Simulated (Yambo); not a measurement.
**Mg2Si: sweep of GW parameters**

G0W0@PBE for Mg2Si (space group Fm-3m, No. 225) in Yambo. Reference settings: 4×4×4 Γ-centred k mesh, bands 9 to 143 and a 10 Ry block in the screening, 143 bands in G with the Bruneval-Gonze terminator, plasmon pole fitted at 27.2 eV. The PBE gap Γ → X on this mesh is 0.20 eV; G0W0 gaps are taken between the same points.

```csv
change from the reference,G0W0 gap Γ → X (eV),shift of the valence edge (eV),rough Yambo cost
reference settings,0.68,-0.59,1
4 Ry block,0.55,-0.42,within a factor of two
8 Ry block,0.67,-0.57,within a factor of two
"51 bands in G, no terminator",0.56,-0.30,–
no terminator,0.66,-0.55,–
```

The reference isn't shown to be the converged limit. Costs are rough (shared machines), scaled to the same edge states, and given only for runs that recompute the screening.

Geometry of the Materials Project entry, not relaxed at this level; primitive cell a = b = c = 4.4828 Å, α = β = γ = 60.00°.

A shift is the quasiparticle energy of the state minus its PBE energy.
